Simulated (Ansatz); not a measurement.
## Mg5Te: start and end of a relaxation

A trial structure of Mg5Te was built thus: random cell by space group and Wyckoff sites (P6/mmm, No. 191). Its size is a rough estimate.

start:

Space group P6/mmm (No. 191). a = 5.243 Å, b = 5.243 Å, c = 5.706 Å, α = 90.00°, β = 90.00°, γ = 120.00°
| atom | site | symmetry | x | y | z |
| --- | --- | --- | --- | --- | --- |
| Mg | 2c | -6m2 | 0.3333 | 0.6667 | 0.0000 |
| Mg | 2d | -6m2 | 0.3333 | 0.6667 | 0.5000 |
| Mg | 1b | 6/mmm | 0.0000 | 0.0000 | 0.5000 |
| Te | 1a | 6/mmm | 0.0000 | 0.0000 | 0.0000 |

Method: DFT PBE, scalar-relativistic, plane waves, PAW (Ansatz). Cutoff 420 eV, Gaussian smearing, Γ-centred meshes. Cell and atoms relax first on a coarse mesh and then on a finer one. In between, the cell is made exact in the group found at 0.06 Å. In metals the finer mesh still leaves noise of several meV/atom or more. The steps can't lower the symmetry of their start. No spin polarisation.

end:

Space group P6/mmm (No. 191). a = 5.404 Å, b = 5.404 Å, c = 6.373 Å, α = 90.00°, β = 90.00°, γ = 120.00°
| atom | site | symmetry | x | y | z |
| --- | --- | --- | --- | --- | --- |
| Mg | 2c | -6m2 | 0.3333 | 0.6667 | 0.0000 |
| Mg | 2d | -6m2 | 0.3333 | 0.6667 | 0.5000 |
| Mg | 1b | 6/mmm | 0.0000 | 0.0000 | 0.5000 |
| Te | 1a | 6/mmm | 0.0000 | 0.0000 | 0.0000 |

The symmetry stays P6/mmm (No. 191). The volume per atom grows by 18.6 %, from 22.6 to 26.9 Å³. The shortest distance goes from 2.85 Å (Mg–Te and Mg–Mg) to 3.12 Å (Mg–Te and Mg–Mg).

```json
{
 "Volume per atom": "26.86 Å³",
 "Density": "2.57 g/cm³",
 "Energy over the elements": "+0.09 eV/atom",
 "Gap on the 12×12×6 mesh of the 6-atom cell": "0 eV (a metal)"
}
```

The zero of energy is the elements' standard structures at the same level; no fitted shifts are applied. A positive value: parting into the elements would lower its energy.

The last run used Gaussian smearing of 0.10 eV. Spin–orbit coupling, which can matter for Te, is left out. The reference form of Te is held partly by dispersion forces, which this level lacks. Symmetry constrained the relaxation, so the result can be a saddle point. In all, the 3 runs took 2.2 min on 1 thread of Intel(R) Xeon(R) Platinum 8259CL CPU @ 2.50GHz (Skylake/Cascade Lake) (shared host).
